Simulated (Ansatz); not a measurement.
**Calculated with Ansatz: Hg6PO6, relaxation**

The command:

```bash
ansatz run input.yaml --threads 2 --pin off --max-ram 3584MiB --backend cpu --events-out ev --progress --plain --runs-dir out
```

Input:

```yaml
crystal:
  lattice:
    - [4.535954, 2.618837, 2.659145]
    - [-4.535954, 2.618837, 2.659145]
    - [0.0, -5.237673, 2.659145]
  atoms:
    - { symbol: O, position: [0.9366, 0.2212, 0.3198] }
    - { symbol: O, position: [0.3198, 0.9366, 0.2212] }
    - { symbol: O, position: [0.2212, 0.3198, 0.9366] }
    - { symbol: O, position: [0.0634, 0.7788, 0.6802] }
    - { symbol: O, position: [0.6802, 0.0634, 0.7788] }
    - { symbol: O, position: [0.7788, 0.6802, 0.0634] }
    - { symbol: Hg, position: [0.5912, 0.2941, 0.0876] }
    - { symbol: Hg, position: [0.0876, 0.5912, 0.2941] }
    - { symbol: Hg, position: [0.2941, 0.0876, 0.5912] }
    - { symbol: Hg, position: [0.4088, 0.7059, 0.9124] }
    - { symbol: Hg, position: [0.9124, 0.4088, 0.7059] }
    - { symbol: Hg, position: [0.7059, 0.9124, 0.4088] }
    - { symbol: P, position: [0.0, 0.0, 0.0] }
  symmetry: { tolerance: 0.0003 }
kpoints:
  mp_grid: { grid: [4, 4, 4], shift: [0, 0, 0] }
magnetization:
  spin_polarized: false
scf:
  occupations: { method: fermi_dirac }
  lower_state_search: "off"
hamiltonian:
  pseudopotentials: { kind: paw }
  xc: r2scan
basis:
  ecutwfc: 500
  fft_grid_basis: typed
relax:
  max_steps: 40
  cell: { p_target: 0.0 }
  f_tol: 0.03
output:
  forces: true
  stress: true
  eigenvalues: true
  bader: true
  populations: true
  elf: true
  write_potential: true
  volumetric_format: npy
  dos:
    e_range: [-12, 8]
    de: 0.05
    projected: { site_lists: { Hg: [Hg], O: [O], P: [P] } }
checkpoint:
  read: saved_state
```

Origin of the cell: a known structure type with other elements, at an estimated volume, so it need not be a known compound.

The smearing width isn't typed, so it takes its default of 0.1 eV.

The saved state is a converged single point of the same cell.

Steps («new basis» is an SCF on plane waves selected anew at the same cell):

```
step  ΔF (meV/atom)  max force component (eV/Å)  P (GPa)  volume (Å³)  SCF iterations   step was
   1            0.0                       1.315    14.10       189.53               5   accepted
   2         -121.2                       0.589    -3.69       211.49               8   accepted
   3         -233.2                       1.696    -5.77       201.09              10   accepted
   4         -522.1                       1.864    -7.40       190.68               9   accepted
   5         -522.5                       2.575     8.21       179.64               8   rejected
   6         -602.4                       0.607    -1.71       184.21              10   accepted
   7         -621.7                       0.244    -0.22       184.12               7   accepted
   8         -638.9                       0.168     1.66       184.92               8   accepted
   9         -650.1                       0.201    -1.80       195.84               9   accepted
  10         -655.0                       0.665     1.30       192.41               8   accepted
  11         -687.1                       0.308    -0.29       197.23               8   accepted
  12         -710.9                       0.286    -1.00       198.01               7   accepted
  13         -715.0                       0.536    -0.22       195.15               7   accepted
  14         -718.8                       0.087     0.07       196.76               7   accepted
  15         -715.1                       0.449    -0.58       196.72               7   rejected
  16         -719.3                       0.007    -0.05       196.11              10   accepted
  17         -719.3                       0.002     0.01       195.98               6   accepted
  18         -719.6                       0.002     0.00       195.98               6  new basis
```

The starting structure.

Space group R-3 (No. 148); the run's cell has a = 5.874 Å, b = 5.874 Å, c = 5.874 Å, α = 101.10°, β = 101.10°, γ = 101.10°. Shortest distances: O–P 2.21 Å, Hg–O 2.23 Å, Hg–Hg 2.98 Å, O–O 3.12 Å, Hg–P 3.28 Å.

After:

Space group R-3 (No. 148); the run's cell has a = 5.920 Å, b = 5.920 Å, c = 5.920 Å, α = 100.32°, β = 100.32°, γ = 100.32°. Shortest distances: O–P 1.73 Å, Hg–O 2.24 Å, O–O 2.40 Å, Hg–Hg 2.82 Å, Hg–P 3.36 Å.

```yaml
crystal:
  lattice:
    - [4.54547, 2.62433, 2.73818]
    - [-4.54547, 2.62433, 2.73818]
    - [0.00000, -5.24866, 2.73818]
  atoms:
    - { symbol: O, position: [0.97054, 0.09628, 0.28469] }
    - { symbol: O, position: [0.28469, 0.97054, 0.09628] }
    - { symbol: O, position: [0.09628, 0.28469, 0.97054] }
    - { symbol: O, position: [0.02946, 0.90372, 0.71531] }
    - { symbol: O, position: [0.71531, 0.02946, 0.90372] }
    - { symbol: O, position: [0.90372, 0.71531, 0.02946] }
    - { symbol: Hg, position: [0.61643, 0.24236, 0.26243] }
    - { symbol: Hg, position: [0.26243, 0.61643, 0.24236] }
    - { symbol: Hg, position: [0.24236, 0.26243, 0.61643] }
    - { symbol: Hg, position: [0.38357, 0.75764, 0.73757] }
    - { symbol: Hg, position: [0.73757, 0.38357, 0.75764] }
    - { symbol: Hg, position: [0.75764, 0.73757, 0.38357] }
    - { symbol: P, position: [0.00000, 0.00000, 0.00000] }
```

| Quantity | Value |
| --- | --- |
| Free energy lowered by | 719.6 meV/atom |
| Volume change | 3.40 % |
| Final pressure | 0.00 GPa |
| Relaxation steps listed | 18 |

Caveats: no moments, though an odd count or open d shells may carry them; no spin-orbit coupling, though heavy elements are present; the relaxation held the start's symmetry, so the end may be a saddle point.

The run took 7.1 min on 2 threads of Arm Neoverse V2, on a shared host, peak memory 1 GiB, from a saved density.
